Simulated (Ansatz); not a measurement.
## Property card for LaCoO$_{3}$

LaCoO3:
```
LaCoO3
1.0
    3.77779     0.00000     0.00000
    0.00000     3.77779     0.00000
    0.00000     0.00000     3.77779
La Co O
1 1 3
Cartesian
  0.00000   0.00000   0.00000
  1.88889   1.88889   1.88889
  1.88889   1.88889   0.00000
  0.00000   1.88889   1.88889
  1.88889   0.00000   1.88889
```
The run is spin-polarised; directions of the spins, atom by atom: 0 ↑ 0 0 0.

Space group Pm-3m (No. 221), cubic perovskite; conventional cell a = 3.7778 Å, b = 3.7778 Å, c = 3.7778 Å, α = 90.00°, β = 90.00°, γ = 90.00°.

Method: DFT-PBEsol in the program Ansatz with PAW potentials. The cell and atoms are relaxed at this level. Other levels are named where they apply.

### Cell and energy

```yaml
volume_per_atom: 10.78 Å³
density: 7.57 g/cm³
Formation energy from the elements (no fitted shifts): -2.26 eV/atom
```

### Electronic structure

```yaml
electronic_character: metallic (no gap)
Density of states at the Fermi level: 1.1 states/eV per atom (mean over ±0.08 eV)
```

### Magnetism

```yaml
magnetic_order: ferromagnetic
net_moment: 0.27 μB per atom
```

### Mechanics

```yaml
Bulk modulus (Birch–Murnaghan fit): 205 GPa
Pressure derivative B′: 4.0
```

### Charges

```yaml
bader_charges: La +2.06, Co +1.38, O -1.15 e
```

The workflow started from an entry of the Crystallography Open Database (COD), which files this formula under 3 space groups. Its standing as an ambient phase is unchecked. Symmetry was held in the PBEsol relaxation; its stability against distortions is not shown here. Magnetic state: ferromagnetic, the only order run, not a proven ground state. The cell computed holds one magnetic atom, so no antiferromagnetic order was within reach. No Hubbard U is applied. The compound may be a true metal, but semilocal functionals without U, or a wrong spin order, can also close a gap. The references are the lowest solids computed at this level, not always the standard phases (solids in place of the gases). Spin–orbit coupling is left out wherever it is not named.

Potentials: the later of the program's two PAW sets.
